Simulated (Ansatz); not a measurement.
MgTe:
```cif
data_Mg2Te2
_chemical_formula_sum 'Mg2 Te2'
_space_group_name_H-M_alt 'P63mc'
_space_group_IT_number 186
_space_group_name_Hall 'P 6c -2c'
_cell_length_a 4.56105
_cell_length_b 4.56105
_cell_length_c 7.41131
_cell_angle_alpha 90.000
_cell_angle_beta 90.000
_cell_angle_gamma 120.000
loop_
_atom_site_label
_atom_site_type_symbol
_atom_site_symmetry_multiplicity
_atom_site_Wyckoff_symbol
_atom_site_fract_x
_atom_site_fract_y
_atom_site_fract_z
_atom_site_occupancy
Mg1 Mg 2 b 0.66667 0.33333 0.00101 1
Te1 Te 2 b 0.33333 0.66667 0.12419 1
```

This is the PBEsol-relaxed structure.

Q: All from PBEsol in the plane-wave PAW code Ansatz, unless another level is named. Estimate the electron effective mass with spin–orbit coupling.

A: 0.15, 0.17, 0.17 mₑ (principal values).

Q: What about the HSE06 gap on the PBEsol cell?

A: 3.37 eV.

Q: Predict the formation energy from the elements (no fitted shifts).

A: -0.83 eV/atom.

Space group P6_3mc (wurtzite). Symmetry was held in the PBEsol relaxation. The references are the lowest solids computed at this level, not always the standard phases. Scalar-relativistic: spin–orbit coupling is off unless named, which matters more the heavier the elements.

Potentials: the later of the program's two PAW sets.
